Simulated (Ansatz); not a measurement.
Hf2Cu: stiffness from a series of strains

```
CELL_PARAMETERS angstrom
-1.58475 1.58475 5.56665
1.58475 -1.58475 5.56665
1.58475 1.58475 -5.56665
ATOMIC_POSITIONS crystal
Hf 0.34000 0.34000 0.00000
Hf 0.66000 0.66000 0.00000
Cu 0.00000 0.00000 0.00000
```

Atoms are numbered in the order listed.

The cell comes from COD entry 1524980, which wasn't checked; take it as a given geometry.

Spin polarisation is left out, and whether a magnetic state lies lower isn't shown here.

No spin–orbit coupling, which matters for the heavy atoms here.

Theory: DFT, PBEsol, all-electron LAPW, scalar-relativistic in Ansatz 0.2.0.

The runs use a Γ-centred 16×16×16 k mesh, Fermi–Dirac smearing of 0.03 eV, basis error target 1 meV/atom, no spin polarisation.

The strain is applied along the Cartesian axes of the cell as listed (the other components stay zero). Fractional coordinates are held (clamped ions).

σ is the change of stress from the unstrained cell, which is at -3.06 GPa; tension is positive, so slopes are stress–strain coefficients at that pressure. In a metal the k mesh adds noise.

Only quantities that a quadratic follows smoothly over the whole series are listed; rougher ones are left out.

```tsv
εxx = εyy	σzz (GPa)	σxx (GPa)
-0.0200	-4.09	-5.75
-0.0100	-1.95	-2.76
0.0000	0.00	0.00
0.0200	3.37	4.86
```

**Question.** Fit the series and read off the stiffness at zero strain.

**Answer.** Least-squares fits y = p0 + p1 x + p2 x² to the rows give σzz (GPa): p1 = 186, p2 = -900; σxx (GPa): p1 = 265, p2 = -1100. So C13 + C23 = 186 GPa and C11 + C12 = 265 GPa, for these axes.

**Question.** One run, at εxx = εyy = 0.0100, is withheld. Predict its row.

**Answer.** The fits give 1.78, 2.54; the run gave 1.77, 2.54.
